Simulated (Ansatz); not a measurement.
## K$_{2}$NaGe$_{2}$B in Ansatz, relaxation

The input file (Ansatz 0.2.0, plane waves):

```yaml
crystal:
  lattice:
    - [0.0, 5.079143, 0.0]
    - [6.376162, -2.539572, 0.0]
    - [-0.064739, 2.539572, -10.528936]
  atoms:
    - { symbol: B, position: [0.5, 0.0, 0.0] }
    - { symbol: Na, position: [0.29713, 0.46063, 0.86637] }
    - { symbol: Na, position: [0.70287, 0.53937, 0.13363] }
    - { symbol: Ge, position: [0.46684, 0.30779, 0.37411] }
    - { symbol: Ge, position: [0.53316, 0.69221, 0.62589] }
    - { symbol: K, position: [0.01732, 0.8547, 0.82006] }
    - { symbol: K, position: [0.98268, 0.1453, 0.17994] }
    - { symbol: B, position: [0.5, 0.5, 0.5] }
    - { symbol: Ge, position: [0.33593, 0.76023, 0.08837] }
    - { symbol: Ge, position: [0.66407, 0.23977, 0.91163] }
    - { symbol: K, position: [0.17723, 0.7629, 0.40844] }
    - { symbol: K, position: [0.82277, 0.2371, 0.59156] }
  symmetry: { tolerance: 0.0003 }
kpoints:
  mp_grid: { grid: [4, 4, 4], shift: [0, 0, 0] }
magnetization:
  spin_polarized: false
scf:
  occupations: { method: fermi_dirac, width: 0.0837 }
  lower_state_search: "off"
hamiltonian:
  pseudopotentials: { kind: paw }
  xc: r2scan
basis:
  ecutwfc: 500
  fft_grid_basis: typed
relax:
  max_steps: 60
output:
  forces: true
  stress: true
  eigenvalues: true
  populations: true
  elf: true
  write_potential: true
  volumetric_format: npy
  dos:
    e_range: [-12, 8]
    de: 0.05
    projected: { site_lists: { B: [B], Ge: [Ge], K: [K], Na: [Na] } }
  bader: false
checkpoint:
  read: saved_state
```

The command:

```bash
ansatz run input.yaml --threads 2 --pin off --max-ram 3584MiB --backend cpu --events-out ev --progress --plain --runs-dir out
```

Origin of the cell: a known structure type with other elements, at an estimated volume, so it need not be a known compound.

The saved state is a converged single point of the same cell.

Steps:

```tsv
step	ΔF (meV/atom)	max force component (eV/Å)	SCF iterations	step was
1	0.0	2.428	7	accepted
2	-42.8	1.026	6	accepted
3	-53.5	0.110	5	accepted
4	-53.9	0.030	6	accepted
5	-54.0	0.018	7	accepted
6	-54.0	0.004	6	accepted
```

Step 1, with forces in eV/Å:

```xyz
12
Lattice="0.000 5.079 0.000 6.376 -2.540 0.000 -0.065 2.540 -10.529" Properties=species:S:1:pos:R:3:forces:R:3 pbc="T T T" step=1
B     0.000    2.540    0.000    0.000    0.000    0.000
Na    2.881    2.540   -9.122    0.044    0.000   -0.003
Na    3.430    2.540   -1.407   -0.044    0.000    0.003
Ge    1.938    2.540   -3.939   -1.822    0.000    1.873
Ge    4.373    2.540   -6.590    1.822    0.000   -1.873
K     5.397    0.000   -8.634    0.020    0.000   -0.185
K     0.915    5.079   -1.895   -0.020    0.000    0.185
B     3.156    2.540   -5.264    0.000    0.000    0.000
Ge    4.842    0.000   -0.930   -2.428    0.000   -1.501
Ge    1.470    5.079   -9.598    2.428    0.000    1.501
K     4.838    0.000   -4.300   -0.078    0.000    0.112
K     1.473    5.079   -6.228    0.078    0.000   -0.112
```

Step 2, with forces in eV/Å:

```xyz
12
Lattice="0.000 5.079 0.000 6.376 -2.540 0.000 -0.065 2.540 -10.529" Properties=species:S:1:pos:R:3:forces:R:3 pbc="T T T" step=2
B     0.000    2.540    0.000    0.000    0.000    0.000
Na    2.932    2.540   -9.097    0.019    0.000    0.020
Na    3.380    2.540   -1.432   -0.019    0.000   -0.020
Ge    1.845    2.540   -3.944   -0.788    0.000    0.696
Ge    4.467    2.540   -6.585    0.788    0.000   -0.696
K     5.436    0.000   -8.733   -0.015    0.000   -0.019
K     0.875    5.079   -1.796    0.015    0.000    0.019
B     3.156    2.540   -5.264    0.000    0.000    0.000
Ge    4.784    0.000   -0.955   -1.026    0.000   -0.593
Ge    1.528    5.079   -9.574    1.026    0.000    0.593
K     4.755    0.000   -4.244    0.010    0.000    0.004
K     1.557    5.079   -6.285   -0.010    0.000   -0.004
```

Step 3, with forces in eV/Å:

```xyz
12
Lattice="0.000 5.079 0.000 6.376 -2.540 0.000 -0.065 2.540 -10.529" Properties=species:S:1:pos:R:3:forces:R:3 pbc="T T T" step=3
B     0.000    2.540    0.000    0.000    0.000    0.000
Na    2.970    2.540   -9.049   -0.004    0.000    0.024
Na    3.341    2.540   -1.480    0.004    0.000   -0.024
Ge    1.752    2.540   -3.971   -0.072    0.000    0.020
Ge    4.559    2.540   -6.558    0.072    0.000   -0.020
K     5.455    0.000   -8.756   -0.010    0.000    0.010
K     0.856    5.079   -1.773    0.010    0.000   -0.010
B     3.156    2.540   -5.264    0.000    0.000    0.000
Ge    4.728    0.000   -0.963   -0.110    0.000   -0.033
Ge    1.584    5.079   -9.566    0.110    0.000    0.033
K     4.722    0.000   -4.231    0.012    0.000   -0.012
K     1.589    5.079   -6.298   -0.012    0.000    0.012
```

Step 4, with forces in eV/Å:

```xyz
12
Lattice="0.000 5.079 0.000 6.376 -2.540 0.000 -0.065 2.540 -10.529" Properties=species:S:1:pos:R:3:forces:R:3 pbc="T T T" step=4
B     0.000    2.540    0.000    0.000    0.000    0.000
Na    2.973    2.540   -9.022   -0.006    0.000    0.015
Na    3.338    2.540   -1.507    0.006    0.000   -0.015
Ge    1.729    2.540   -3.988    0.006    0.000   -0.030
Ge    4.583    2.540   -6.541   -0.006    0.000    0.030
K     5.456    0.000   -8.750   -0.005    0.000   -0.001
K     0.855    5.079   -1.779    0.005    0.000    0.001
B     3.156    2.540   -5.264    0.000    0.000    0.000
Ge    4.712    0.000   -0.952    0.012    0.000    0.022
Ge    1.600    5.079   -9.577   -0.012    0.000   -0.022
K     4.719    0.000   -4.229    0.002    0.000    0.001
K     1.592    5.079   -6.300   -0.002    0.000   -0.001
```

Step 5, with forces in eV/Å:

```xyz
12
Lattice="0.000 5.079 0.000 6.376 -2.540 0.000 -0.065 2.540 -10.529" Properties=species:S:1:pos:R:3:forces:R:3 pbc="T T T" step=5
B     0.000    2.540    0.000    0.000    0.000    0.000
Na    2.964    2.540   -8.982    0.001    0.000   -0.009
Na    3.348    2.540   -1.547   -0.001    0.000    0.009
Ge    1.707    2.540   -4.014   -0.011    0.000    0.004
Ge    4.604    2.540   -6.515    0.011    0.000   -0.004
K     5.448    0.000   -8.752   -0.002    0.000   -0.003
K     0.864    5.079   -1.777    0.002    0.000    0.003
B     3.156    2.540   -5.264    0.000    0.000    0.000
Ge    4.701    0.000   -0.930   -0.018    0.000   -0.002
Ge    1.610    5.079   -9.599    0.018    0.000    0.002
K     4.708    0.000   -4.210    0.007    0.000   -0.012
K     1.603    5.079   -6.319   -0.007    0.000    0.012
```

Step 6, with forces in eV/Å:

```xyz
12
Lattice="0.000 5.079 0.000 6.376 -2.540 0.000 -0.065 2.540 -10.529" Properties=species:S:1:pos:R:3:forces:R:3 pbc="T T T" step=6
B     0.000    2.540    0.000    0.000    0.000    0.000
Na    2.964    2.540   -8.989   -0.002    0.000    0.004
Na    3.347    2.540   -1.540    0.002    0.000   -0.004
Ge    1.708    2.540   -4.012    0.003    0.000    0.002
Ge    4.603    2.540   -6.517   -0.003    0.000   -0.002
K     5.445    0.000   -8.754    0.001    0.000    0.000
K     0.867    5.079   -1.775   -0.001    0.000    0.000
B     3.156    2.540   -5.264    0.000    0.000    0.000
Ge    4.700    0.000   -0.930    0.000    0.000   -0.003
Ge    1.611    5.079   -9.599    0.000    0.000    0.003
K     4.713    0.000   -4.215    0.001    0.000   -0.001
K     1.598    5.079   -6.314   -0.001    0.000    0.001
```

| Property | Result |
| --- | --- |
| Free energy lowered by | 54.0 meV/atom |
| Final pressure | 1.62 GPa |
| Relaxation steps listed | 6 |

Caveats: the SCF threshold is looser than advised for a stress; the k mesh is coarse if the cell is a metal; the relaxation held the start's symmetry, so the end may be a saddle point.

Time: 5.6 min on 2 threads of Arm Neoverse V1, on a shared host, peak memory 1.8 GiB, from a saved density.
